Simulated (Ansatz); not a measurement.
According to plane-wave PAW PBEsol (Ansatz code), YSiO in the tetragonal phase (P4/nmm; Y on 2c, Si on 2a, O on 2c) relaxes to a = 3.349 Å, c = 7.969 Å. Its formation energy from the elements is -2.09 eV/atom, with no fitted shifts.

Electronic character: metallic (no gap). Gap from PBEsol with spin–orbit coupling: none (metallic).

An equation-of-state fit gives a bulk modulus of 1310 kbar. The highest mode at Γ lies at 455 cm^-1.

The start of the workflow was typed in or built on a structure type; neither database checked (COD, Materials Project) lists it. Whether it is the stable phase at ambient conditions was not checked. The cell was relaxed with PBEsol under the symmetry of its start; whether a distortion lowers the energy is not shown. The run is not spin-polarised. As this level gives no gap, phonon frequencies hold no LO–TO term and depend on the k-mesh and smearing (Fermi–Dirac, 0.1 eV here). The references are the lowest solids computed at this level, not always the standard phases (solids in place of the gases). Scalar-relativistic: spin–orbit coupling is off unless named, which matters more the heavier the elements.

Potentials: the earlier of the program's two PAW sets. The files were generated under PBE; for other functionals the program regenerates the frozen cores, and for LDA and PBEsol the local potential too.
